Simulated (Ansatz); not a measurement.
**Cu(IrS2)2 (spinel), energy against volume**

Cu(IrS2)2 (spinel)

```xyz
14
Lattice="0.0000 4.8913 4.8913 4.8913 0.0000 4.8913 4.8913 4.8913 0.0000" Properties=species:S:1:pos:R:3 pbc="T T T"
Cu     2.4456     2.4456     2.4456
Cu     0.0000     0.0000     0.0000
Ir     3.6685     3.6685     6.1141
Ir     3.6685     6.1141     3.6685
Ir     6.1141     6.1141     6.1141
Ir     6.1141     3.6685     3.6685
S      6.0190     3.7636     6.0190
S      8.4646     8.4646     8.4646
S      3.7636     6.0190     6.0190
S      6.2092     6.2092     8.4646
S      6.0190     6.0190     3.7636
S      8.4646     6.2092     6.2092
S      3.7636     3.7636     3.7636
S      6.2092     8.4646     6.2092
```

This relaxed cell (volume V₀) is scaled evenly in all directions, its shape held. The atoms relax within the cell's symmetry.

The numbers are results of PBEsol (plane waves to 420 eV, PAW, scalar-relativistic; Ansatz, a program for electronic structure), not measurements. k mesh 7×7×7 (Γ-centred), Fermi-Dirac smearing 0.05 eV. E stands for the smeared free energy. Stress and pressure are positive under compression. Cu(IrS2)2 is run without spin polarisation. Cu(IrS2)2 was relaxed with its symmetry unable to fall. Spin-orbit coupling is left out, though Ir is heavy. The zero of ΔE is the relaxed starting cell.

```csv
V (Å³/cell),ΔE (kJ/mol of atoms),P (GPa)
220.00,2.7,9.5
222.34,1.8,7.6
224.68,1.1,5.9
227.02,0.6,4.3
229.37,0.3,2.8
231.71,0.1,1.3
234.05,0.0,0.0
236.39,0.1,-1.3
238.73,0.2,-2.4
241.07,0.6,-3.5
243.41,1.0,-4.6
245.75,1.5,-5.5
248.09,2.1,-6.4
```

Derived quantities:

```yaml
pressure_at_the_smallest_volume: 9.5 GPa
energy_cost_of_the_largest_compression: 28 meV/atom
energy_cost_of_the_largest_expansion: 21 meV/atom
Bulk modulus B₀ (third-order Birch-Murnaghan fit): 129 GPa
Pressure derivative B₀′ (fit): 5.5
equilibrium_volume_of_the_fit: 16.72 Å³/atom
Pressure for 5 % compression (fit): 7.6 GPa
```

The 13 points together took around 8 core-minutes (rough).

(A scan under strain: stresses follow from slopes of the energy per volume, elastic moduli from its curvatures.)
